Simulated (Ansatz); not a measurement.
Method: Ansatz, DFT PBE, scalar-relativistic, plane waves, PAW. Each cell gets a short relaxation within its symmetry: 420 eV, a coarse mesh through Γ, smearing of 0.2 eV, at most 16 steps to 0.08 eV/Å and 0.8 GPa. Magnetic atoms start with parallel moments. Energies are free energies per atom, good to about 0.1 eV/atom between metallic cells, end volumes are rough, and groups of ends are read at 0.1 Å.

Two unrelaxed guesses for Mg2Ti3O3:

A.

```yaml
crystal:
  lattice:
    - [4.75933, 0.00000, 0.00000]
    - [0.00000, 4.75933, 0.00000]
    - [0.00000, 0.00000, 4.75933]
  atoms:
    - { symbol: Mg, position: [0.50000, 0.50000, 0.50000] }
    - { symbol: Mg, position: [0.00000, 0.00000, 0.00000] }
    - { symbol: Ti, position: [0.00000, 0.50000, 0.50000] }
    - { symbol: Ti, position: [0.50000, 0.00000, 0.50000] }
    - { symbol: Ti, position: [0.50000, 0.50000, 0.00000] }
    - { symbol: O, position: [0.50000, 0.00000, 0.00000] }
    - { symbol: O, position: [0.00000, 0.50000, 0.00000] }
    - { symbol: O, position: [0.00000, 0.00000, 0.50000] }
```

B.

```yaml
crystal:
  lattice:
    - [4.01601, 0.00000, 0.00000]
    - [-2.00800, 3.47797, 0.00000]
    - [0.00000, 0.00000, 7.94285]
  atoms:
    - { symbol: Mg, position: [0.33333, 0.66667, 0.50000] }
    - { symbol: Mg, position: [0.00000, 0.00000, 0.00000] }
    - { symbol: Ti, position: [0.33333, 0.66667, 0.00000] }
    - { symbol: Ti, position: [0.00000, 0.00000, 0.50000] }
    - { symbol: Ti, position: [0.66667, 0.33333, 0.50000] }
    - { symbol: O, position: [0.66667, 0.33333, 0.00000] }
    - { symbol: O, position: [0.33333, 0.66667, 0.22560] }
    - { symbol: O, position: [0.33333, 0.66667, 0.77440] }
```

Question: Does the order of the two change on relaxation?

Answer: As given, A is lower by 1.44 eV/atom. Relaxed, A is lower by 0.89 eV/atom, so the order holds. A goes from Pm-3m at 13.5 Å³/atom to Pm-3m at 12.4 Å³/atom and gains 0.03 eV/atom. B goes from P-6m2 at 13.9 Å³/atom to P-6m2 at 18.8 Å³/atom and gains 0.59 eV/atom. The closest pair in A goes from Mg–O, Mg–Ti and Ti–O at 2.38 Å to Mg–O, Mg–Ti and Ti–O at 2.31 Å. The closest pair in B goes from Ti–O at 1.79 Å to Ti–O at 1.81 Å. At the end: counting O atoms around Mg and Ti (those within 1.25 times the shortest such distance or 1.15 times the sum of covalent radii; a plus sign parts nearer from farther groups; the shortest distance is added where it is long for a bond; a slash parts the counts of unlike sites), A has Mg 6/12 from 3.3 Å, Ti 4 and B has Mg 2/3+6 from 2.8 Å, Ti 2/6 from 3.4 Å/6+2 from 3.4 Å. The lowest end among all the guesses of this search lies 0.29 eV/atom under the better of the two.

Other magnetic orders may lie lower.
